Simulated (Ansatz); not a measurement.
Data:

MoSe$_{2}$:
```cif
data_Mo2Se4
_chemical_formula_sum 'Se4 Mo2'
_space_group_name_H-M_alt 'P63/mmc'
_space_group_IT_number 194
_space_group_name_Hall '-P 6c 2c'
_cell_length_a 3.27697
_cell_length_b 3.27697
_cell_length_c 12.73538
_cell_angle_alpha 90.000
_cell_angle_beta 90.000
_cell_angle_gamma 120.000
loop_
_atom_site_label
_atom_site_type_symbol
_atom_site_symmetry_multiplicity
_atom_site_Wyckoff_symbol
_atom_site_fract_x
_atom_site_fract_y
_atom_site_fract_z
_atom_site_occupancy
Se1 Se 4 f 0.66667 0.33333 0.11856 1
Mo1 Mo 2 c 0.33333 0.66667 0.25000 1
```

This is the PBE+D3(BJ)-relaxed structure.

Problem. All from PBE+D3(BJ) in the plane-wave PAW code Ansatz, unless another level is named. Give the vibrational entropy at 300 K.

Solution. 29.0 J/(K·mol of atoms).

Problem. Predict the bulk modulus (Birch–Murnaghan fit).

Solution. 45.4 GPa.

Problem. Next, the zero-point energy?

Solution. 37.8 meV/atom.

Space group P6_3/mmc. Symmetry was held in the PBE+D3(BJ) relaxation; phonons on a q-mesh show no instability. The run is not spin-polarised.

Potentials: the later of the program's two PAW sets.
